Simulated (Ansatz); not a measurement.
**MgCrInS₄, one structure, two calculations**

Cell: a Materials Project structure (computed, not necessarily an observed phase).

Space group Imma (No. 74); a = 7.3672, b = 7.5164, c = 10.6154 Å.

```
site  Wyckoff  site symmetry       x       y       z
  Mg       4e            mm2  0.5000  0.2500  0.3742
  Cr       4d          .2/m.  0.7500  0.7500  0.2500
  In       4b          2/m..  0.5000  0.5000  0.0000
  S7       8h            m..  0.5000  0.9680  0.2491
  S8       8i            .m.  0.2430  0.7500  0.4791
```

One atom of each set is listed; the run and its k-mesh use a cell of 14 atoms with edges of 7.47, 7.47, 7.47 Å.

First run. Level of theory: DFT, PBE, plane waves and PAW, scalar-relativistic, collinear spin, 420 eV cutoff, Γ-centred 5×5×5 k-points, Fermi–Dirac smearing 0.02 eV (Ansatz 0.2.0). Start moments as typed (μB): 3 on each Cr, none on the rest.

| site | V_zz (10²¹ V/m²) | η | m (μB) |
| --- | --- | --- | --- |
| Mg | 0.30 | 0.34 | 0.01 |
| Cr | -1.21 | 0.68 | 2.70 |
| In | 3.82 | 0.54 | 0.02 |
| S7 | -1.89 | 0.39 | -0.05 |
| S8 | 1.41 | 0.96 | 0.00 |

Second run. The same atoms and settings, except that the functional is r2SCAN and the cutoff is 500 eV.

Problem. What does the second run give?

Solution. 

```
site   V_zz     η  change of V_zz  m (μB)
  Mg   0.30  0.33            0.00    0.00
  Cr  -1.08  0.73           +0.13    2.79
  In   3.83  0.50           +0.01    0.02
  S7  -1.86  0.28           +0.03   -0.06
  S8  -1.52  0.94               –   -0.01
```

The largest change of V_zz along a kept axis is on Cr, from -1.21 to -1.08. In per cent, |V_zz| changes by -10 on Cr, 0 on In, -2 on S (all sites that start above 0.5, bar those whose gradient vanishes or changes sign or whose main axis turns by over 40°). On S8 the largest principal value lies along another axis in the second run, so the two V_zz can't be compared directly. The absolute magnetisation of the cell goes from 6.9 to 7.1 μB.

All moments are parallel here, as the start or the cell imposes; many such compounds order antiparallel, where fields and spin densities carried over to other atoms largely cancel. The magnetic order is the one that the run reached from its start moments, not necessarily the measured one.
For the first run: Without spin–orbit coupling (the program notes it for In) the gradients can shift somewhat, as the gap is small. With a gap of 0.9 eV on this mesh, small gradients can still move by 0.1 × 10²¹ V/m² or more as the k-mesh gets denser.
For the second run: The program didn't check the stability of this electronic state in full, so a lower one may lie near. Without spin–orbit coupling (the program notes it for In) the gradients are little affected as a rule: paired runs on crystals with a gap mostly move them by under 2 % at such atoms.
